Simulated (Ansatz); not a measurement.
Values for one crystal, relaxed and computed with DFT-PBEsol in the program Ansatz with PAW potentials; other levels are named.

| Property | Value |
|---|---|
| Volume per atom | 20.87 Å³ |
| Electronic character | metallic (no gap) |
| Elastic constants (relaxed ions, GPa) | C11 = 206, C12 = 206, C44 = 52.6 |
| Density of states at the Fermi level | 1.0 states/eV per atom (mean over ±0.08 eV) |
| Gap with spin–orbit coupling | none (metallic) |
| Zone-centre stability | no imaginary mode at Γ |
| Highest zone-centre frequency | 216 cm⁻¹ |

**Question.** Which of these materials gives this?
A) Ir, diamond
B) Sc, fcc (Cu type)
C) Co, dhcp (α-La type)
D) Hg, diamond

**Answer.** A, Ir, diamond

Space group Fd-3m (diamond). The start of the workflow was typed in or built on a structure type; neither database checked (COD, Materials Project) lists it. It is not the phase usual at ambient conditions (space group No. 225). The PBEsol relaxation kept the symmetry of its start. The run is not spin-polarised. As this level gives no gap, shear constants depend on the k-mesh and smearing (Fermi–Dirac, 0.1 eV here). As this level gives no gap, phonon frequencies hold no LO–TO term and depend on the k-mesh and smearing (Fermi–Dirac, 0.1 eV here). Scalar-relativistic: spin–orbit coupling is off unless named, which matters more the heavier the elements.

Potentials: the later of the program's two PAW sets.
